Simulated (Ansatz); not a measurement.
Bi$_{2}$Se$_{3}$: vacancy migration on the Se sublattice

The calculation used DFT PBEsol, scalar-relativistic, plane waves, PAW (Ansatz 0.2.0). Cutoff 420 eV, Γ-centred 6×6×4 k-points, Gaussian smearing of 0.1 eV. Spin–orbit coupling is left out, which can shift energies with elements as heavy as these. No spin polarisation.

The perfect supercell:

```cif
data_structure
_symmetry_space_group_name_H-M 'P 1'
_symmetry_Int_Tables_number 1
_cell_length_a 8.2607
_cell_length_b 8.2607
_cell_length_c 10.6657
_cell_angle_alpha 67.216
_cell_angle_beta 67.216
_cell_angle_gamma 60.000
_cell_volume 563.78
loop_
_atom_site_label
_atom_site_type_symbol
_atom_site_fract_x
_atom_site_fract_y
_atom_site_fract_z
_atom_site_occupancy
Bi1 Bi 0.09974 0.09974 0.20078 1
Bi2 Bi 0.59974 0.09974 0.20078 1
Bi3 Bi 0.09974 0.59974 0.20078 1
Bi4 Bi 0.59974 0.59974 0.20078 1
Bi5 Bi 0.90026 0.90026 0.79922 1
Bi6 Bi 0.40026 0.90026 0.79922 1
Bi7 Bi 0.90026 0.40026 0.79922 1
Bi8 Bi 0.40026 0.40026 0.79922 1
Se1 Se 0.50000 0.50000 0.00000 1
Se2 Se 0.00000 0.50000 0.00000 1
Se3 Se 0.50000 0.00000 0.00000 1
Se4 Se 0.00000 0.00000 0.00000 1
Se5 Se 0.28836 0.28836 0.63492 1
Se6 Se 0.78836 0.28836 0.63492 1
Se7 Se 0.28836 0.78836 0.63492 1
Se8 Se 0.78836 0.78836 0.63492 1
Se9 Se 0.71164 0.71164 0.36508 1
Se10 Se 0.21164 0.71164 0.36508 1
Se11 Se 0.71164 0.21164 0.36508 1
Se12 Se 0.21164 0.21164 0.36508 1
```

Atom 9 (Se) is removed, leaving a vacancy without charge, and atom 11 jumps 4.13 Å into it. The vacancy and the half-way point are each relaxed at fixed cell, keeping their symmetry. The supercell is small. It repeats after two jumps, so the jumping atom has a vacancy on both sides, which can shift the barrier from that beside a lone vacancy.

How high does the half-way point lie?

1.81 eV above the relaxed vacancy, with the jumping atom 0.00 Å off the straight line, where the cell's symmetry pins it, so a bent path, which could be lower, wasn't tried. This is the barrier if that point is a first-order saddle, which wasn't checked.

Cost: 2 runs of about 58 core-minutes in all, on AMD EPYC 9R45 (Zen 5) (shared hosts).